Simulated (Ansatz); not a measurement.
CuI:
```
CuI
1.0
    0.00000     3.03946     3.03946
    3.03946     0.00000     3.03946
    3.03946     3.03946     0.00000
Cu I
1 1
Direct
  0.00000   0.00000   0.00000
  0.25000   0.25000   0.25000
```

The program Ansatz at the PBE level (PAW) gives a gap of 1.10 eV without spin–orbit coupling, maximum at Γ, minimum at Γ.

What happens when spin–orbit coupling is switched on?

The gap shrinks by 0.15 eV, to 0.95 eV; maximum on the Γ–X line, 1 % of the way from Γ, minimum at Γ.

How large is the spin–orbit splitting of the valence top at Γ?

The fourfold level lies 0.42 eV above the split-off pair.

Space group F-43m (zinc blende). The cell was relaxed with PBE under the symmetry of its start; phonons on a q-mesh show no instability. The run is not spin-polarised.

Potentials: the later of the program's two PAW sets.
